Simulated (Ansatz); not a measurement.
Ansatz input file:

```yaml
crystal:
  lattice:
    - [3.2334835512, 0.0, 0.0]
    - [0.0, 3.2334835512, 0.0]
    - [0.0, 0.0, 3.2334835512]
  atoms:
    - { symbol: Ti, position: [0.5, 0.5, 0.5] }
    - { symbol: Al, position: [0.0, 0.0, 0.0] }
basis:
  ecutwfc: 500
kpoints:
  mp_grid: { grid: [14, 14, 14] }
hamiltonian:
  xc: r2scan
scf:
  occupations: { method: gaussian, width: 0.1 }
output:
  forces: true
  stress: true
  eigenvalues: true
```

Launched with
```bash
ansatz run input.yaml --threads 1 --pin off --max-ram 2560MiB --backend cpu --events-out ev --progress --plain --runs-dir out
```

Method: DFT r2SCAN, scalar-relativistic, plane waves, PAW in Ansatz 0.2.0.

Abridged output (final results; tables in files aren't shown):

```
SCF 1 converged in 6 iterations: F = -3045.372361 eV  dr2 = 1.97e-8
SCF converged after 6 iterations
Free energy (F): -3045.372361 eV
Harris-Foulkes:  -3045.372361 eV  (|F-HF|=6.11e-9)
Internal energy: -3045.361324 eV  (E = F + TS)
E sigma→0 (E₀):  -3045.366842 eV
Entropy (-TS):   -0.011037 eV (-5.519 meV/atom)
Fermi energy:    10.853612 eV
--- Per-component energies (eV) ---
  E_band       = -186.558018
  E_kinetic    = 294.765772
  E_local      = -1043.709378  (includes V_loc(G=0)·N_el)
  E_nonlocal   = 17.785535
  E_hartree    = 440.909382
  E_xc         = -129.393033
  E_vxc        = -163.469400  (∫ρ·V_xc dr)
  E_paw        = -1530.239481  (= ΣΔE_a)
  E_vpaw       = -184.018828  (= ΣTr[D̂ρ^β])
  E_aug_tail   = 0.000087  (compensation charges beyond the density's cutoff)
  E_vtau       = 10.265587  (kinetic-family band-sum trace: ∫τ·v_τ [+ j·A + Jᵃ·Aᵃ] dr)
  E_ewald      = -1095.166643
  E_core_change = -0.313565  (= ΣΔE_core)
  E_smearing   = -0.011037  (= −TS)
--- Forces (eV/Å), atoms counted from 1 ---
  atom   1  Ti     0.00000000     0.00000000     0.00000000
  atom   2  Al     0.00000000     0.00000000     0.00000000
--- Stress (GPa, compression-positive) ---
       -6.235903       0.000000       0.000000
        0.000000      -6.235903       0.000000
        0.000000       0.000000      -6.235903
  P = ⅓ Tr σ = -6.2359 GPa (-62.359 kbar)
--- Band table (eV; the first three rows and the last of 120) ---
  k-point 0: bands = ["-48.5746", "-23.7173", "-23.7173", "-23.7173", "1.1907", "9.3415", "9.3415", "12.7618", "12.7618", "12.7618", "15.2185", "15.2185"]
  k-point 1: bands = ["-48.5740", "-23.7249", "-23.7167", "-23.7167", "1.2732", "9.2919", "9.3785", "12.6142", "12.6142", "12.7712", "14.8539", "15.4277"]
  k-point 2: bands = ["-48.5723", "-23.7461", "-23.7149", "-23.7149", "1.5184", "9.0942", "9.4853", "12.2804", "12.2804", "12.7976", "14.1595", "15.9492"]
  k-point 119: bands = ["-48.5379", "-23.8300", "-23.8300", "-23.8300", "7.7330", "7.7330", "7.7330", "11.4681", "13.5215", "13.5215", "13.5846", "13.5846"]
```

The calculation finished and met its thresholds.

The run took 6.4 s on 1 thread of Intel(R) Xeon(R) Platinum 8175M CPU @ 2.50GHz (Skylake/Cascade Lake), on a shared host, peak memory 0.47 GiB.